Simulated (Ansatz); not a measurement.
InSb (zinc blende, F-43m) at seven volumes, LDA in the plane-wave PAW code Ansatz, scaled uniformly. One row is withheld.

```csv
V (Å³/atom),P (GPa)
30.520,5.49
31.526,3.34
32.532,1.53
33.538,0.00
34.544,?
35.551,-2.35
36.557,-3.25
```

**Question.** Fit the shown pressures and predict the withheld one.

**Answer.** P = (3/2)B₀(x^(7/2) − x^(5/2))[1 + (3/4)(B′ − 4)(x − 1)] with x = (V₀/V)^(2/3). Least squares on the six rows gives V₀ = 33.542 Å³/atom, B₀ = 46.4 GPa, B′ = 4.78. At V = 34.544, x = 0.9806 and P = -1.27 GPa. The run itself gave -1.28 GPa.

The LDA relaxation kept the symmetry of its start; phonons on a q-mesh show no instability. Scalar-relativistic: spin–orbit coupling is off unless named, which matters more the heavier the elements.

Potentials: the later of the program's two PAW sets.
